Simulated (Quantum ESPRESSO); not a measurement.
## Pd3IrRu2Cu2 (one composition in several site orders)

Computed values, not a measurement. The program is pw.x of Quantum ESPRESSO 7.5 (plane-wave density functional theory). The cell is made up: eight metal atoms on a face-centred cubic lattice, with elements, volume, strain and displacements drawn at random and not relaxed, so it may be unstable or far from any real phase. PseudoDojo standard norm-conserving files set the functional (PBE unless stated); there is no spin polarisation or spin-orbit coupling, the Fermi-Dirac width of 0.25 eV means electrons at about 2900 K, and the masses in the input are unused placeholders. The copper pseudopotential is less sure than most, with forces differing by about three percent and pressure by about two GPa from a second method on plain copper. Heavy elements are run without spin-orbit coupling, which real alloys of them have. A spin test at this wide smearing found no moment, but such smearing suppresses magnetism that the real alloy may have.

The runs put one composition on the sites in different orders. Cell, positions, cutoff, mesh and smearing stay as in the input of run 1; sites are counted in its order. Stress in the tables is positive in tension.

Input of run 1:

```
&control calculation='scf', pseudo_dir='./dojo.nc.sr.pbe.v0_5.standard.upf', outdir='./o', disk_io='minimal', tprnfor=.true., tstress=.true. /
&system ibrav=0, nat=8, ntyp=4, nbnd=87, ecutwfc=92.02030273, nosym=.true., tot_charge=0,
 occupations='smearing', smearing='fd', degauss=0.0183746611
/
&electrons conv_thr=1.470e-08, electron_maxstep=70, mixing_beta=0.5 /
ATOMIC_SPECIES
Cu 1.0 Cu.upf
Ir 1.0 Ir.upf
Pd 1.0 Pd.upf
Ru 1.0 Ru.upf
CELL_PARAMETERS angstrom
-0.0076 -1.903 -1.8942
-5.6225 -1.9163 -0.0095
-1.8905 3.8533 -5.7375
ATOMIC_POSITIONS angstrom
Pd 0.0089 0.0133 0.0284
Pd -1.8804 1.9841 -3.7853
Ir -1.9409 -0.0454 -1.9016
Ru -3.7955 1.8428 -5.7032
Cu -3.7425 -0.0684 -3.865
Ru -3.8089 -1.8248 -1.9344
Pd -5.6025 0.0752 -5.7199
Cu -5.535 -1.9047 -3.8163
K_POINTS automatic
9 4 4 1 1 1
```

| run | elements on sites 1 to 8 | free energy less that of run 1 (eV) | -TS (eV) | pressure (GPa) | stress xx (GPa) | stress yy (GPa) | stress zz (GPa) | stress yz (GPa) | stress xz (GPa) | stress xy (GPa) | iterations |
| --- | --- | --- | --- | --- | --- | --- | --- | --- | --- | --- | --- |
| 1 | Pd Pd Ir Ru Cu Ru Pd Cu | 0.000 | -1.742 | 9.78 | -11.86 | -9.44 | -8.05 | -2.24 | 1.97 | -1.19 | 23 |
| 2 | Cu Cu Ir Ru Pd Pd Ru Pd | 0.581 | -1.788 | 11.89 | -13.00 | -11.91 | -10.77 | -1.06 | 0.20 | -0.62 | 23 |
| 3 | Cu Cu Pd Ir Ru Pd Ru Pd | 0.192 | -1.725 | 11.67 | -12.29 | -11.94 | -10.80 | -1.77 | 0.41 | -1.40 | 21 |
| 4 | Ru Pd Cu Cu Ru Pd Ir Pd | 0.222 | -1.770 | 11.18 | -12.53 | -10.34 | -10.68 | -0.79 | 0.59 | -0.20 | 24 |
| 5 | Pd Cu Pd Pd Cu Ir Ru Ru | 0.000 | -1.669 | 11.07 | -14.17 | -10.25 | -8.79 | -2.20 | 1.46 | -1.13 | 23 |
| 6 | Ir Ru Pd Cu Cu Ru Pd Pd | 0.119 | -1.771 | 9.68 | -12.08 | -8.95 | -8.00 | -1.71 | -0.15 | 1.53 | 21 |

Forces Fx Fy Fz (eV/Å):

```
site             run 1              run 2             run 3              run 4             run 5              run 6
   1  -0.70 0.25 -0.51   -0.27 -0.29 0.15  -0.23 -0.34 0.20   -0.40 -0.28 0.15   0.17 -0.55 0.35   -0.03 -0.47 0.37
   2   0.15 -1.18 0.59   0.26 -0.14 -0.34  0.18 -0.19 -0.29  -0.31 -0.50 -0.23   0.30 -0.46 0.08  -0.46 -0.09 -0.44
   3    0.16 0.27 0.05    2.38 -0.13 0.27   1.87 0.38 -0.23     0.81 0.08 0.05   0.78 1.24 -0.91    0.55 0.42 -0.11
   4  -0.26 1.78 -0.83    0.03 1.14 -0.46    0.60 0.67 0.09    0.37 0.96 -0.42    0.74 0.47 0.31    0.47 0.68 -0.17
   5   -0.15 0.29 0.29    0.68 1.64 -0.69  -0.45 1.84 -0.91    0.20 1.24 -0.12   0.05 0.78 -0.23    0.30 0.80 -0.15
   6   1.62 -0.69 0.16    1.13 -2.35 1.79   0.78 -2.25 1.74    1.97 -1.49 1.00   0.03 -1.02 0.32    0.53 -1.78 1.21
   7   0.16 -0.99 0.47  -0.53 -0.20 -0.40  -0.06 -0.77 0.06  -0.10 -0.20 -0.33  -0.82 -1.42 0.87   0.11 -0.37 -0.02
   8  -0.98 0.28 -0.22   -3.68 0.32 -0.32  -2.70 0.66 -0.66   -2.53 0.19 -0.09  -1.25 0.96 -0.78   -1.46 0.81 -0.68
```

The sites are displaced and not relaxed, so the energy differences mix bonding between neighbours with strain and are not ordering energies. A rerun of one cell of this series at a higher cutoff and on a denser mesh moved values by no more than 0.011 eV in energy, 0.07 GPa in stress and 0.007 eV/Å in force, and a second program with other atomic files agreed on that cell to 2 % rms in force and 0.5 GPa in pressure.